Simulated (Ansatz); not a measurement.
**Sn: stationary points along a deformation path**

The calculation used DFT PBE, scalar-relativistic, plane waves, PAW (Ansatz). The runs took a 420 eV cutoff, a Γ-centred 18×18×18 mesh and Methfessel–Paxton smearing (0.2 eV). No spin polarisation. Energies are free energies at this smearing, counted from the undisturbed cell; pressure is positive in compression.

The starting cell (as given, not relaxed at this level; it stands at 1.4 GPa):

```
Sn
1.0
    -2.94014    2.94014    1.59930
     2.94014   -2.94014    1.59930
     2.94014    2.94014   -1.59930
Sn
2
Direct
  0.75000 0.25000 0.50000
  0.00000 0.00000 0.00000
```

At fixed volume and fractional coordinates, lengths along (0.000, 0.000, 1.000) are scaled against those across it; ρ is that ratio over its starting value. V = 27.650 Å³/atom. Δσ is the stress along the axis less the mean stress across it (compression positive).

| ρ | ΔE (meV/atom) | Δσ (GPa) | space group |
| --- | --- | --- | --- |
| 0.800 | 244.7 | 22.74 | I4_1/amd |
| 0.850 | 117.0 | 14.65 | I4_1/amd |
| 0.920 | 22.8 | 5.75 | I4_1/amd |
| 0.960 | 5.0 | 2.09 | I4_1/amd |
| 1.000 | 0.0 | -0.06 | I4_1/amd |
| 1.050 | 8.9 | -3.03 | I4_1/amd |
| 1.100 | 30.5 | -4.95 | I4_1/amd |
| 1.200 | 94.5 | -7.70 | I4_1/amd |
| 1.300 | 169.8 | -8.40 | I4_1/amd |

Problem. How does the stress give the slope of the energy, and where is the energy stationary?

Solution. Along the path d ln(length) is 2/3 d ln ρ on the axis and −1/3 d ln ρ across it, so dE/d ln ρ = −(2/3) V Δσ: the energy falls with ρ where Δσ is positive. Δσ vanishes or changes sign between ρ = 0.960 and 1.000, a minimum (near 1.00 by linear interpolation). Pairs of stationary points between two samples would go unseen, and could change a minimum read from distant neighbours into a maximum.

Problem. Integrate that slope from ρ = 1 to 0.850 by the trapezoid rule.

Solution. With V/N in Å³ and 1 eV/Å³ = 160.2 GPa the slopes at ρ = 1.000, 0.960, 0.920, 0.850 are 7, -241, -661, -1686 meV/atom per unit of ln ρ. The steps add 4.8 + 19.2 + 92.9 = 116.8 meV/atom, against 117.0 from the energies; the trapezoid rule misses the curvature of the slope within each step.

In a metal these slopes depend on the k mesh and the smearing.

Cost: 9 runs of about 6.3 core-minutes in all, on Intel Xeon Processor @ 2.50GHz (Skylake/Cascade Lake) (shared hosts).